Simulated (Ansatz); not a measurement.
NbP in space group I4_1md (No. 109; Nb on 4a, P on 4a), r²SCAN in the plane-wave PAW code Ansatz, all energies at zero smearing, with the estimated change up to a 700 eV cutoff added, with one set of potentials and settings (totals compare only within such a set). Cell of 4 atoms (2 Nb, 2 P): -10650.081 eV.

```csv
element,reference phase,E (eV/atom)
Nb,"Im-3m, 1 atoms in the cell",-4563.6587
P,"Cmce, 4 atoms in the cell",-759.1670
```

Formation energy per atom, worked out: (-10650.081 − 2×(-4563.6587) − 2×(-759.1670))/4 = -1.107 eV/atom (-107 kJ per mol of atoms), at 0 K, without zero-point energy or fitted corrections.

The r²SCAN relaxation kept the symmetry of its start. The run is not spin-polarised. The references are the lowest solids computed at this level, not always the standard phases.

Potentials: the earlier of the program's two PAW sets. The files were generated under PBE; for other functionals the program regenerates the frozen cores, and for LDA and PBEsol the local potential too.
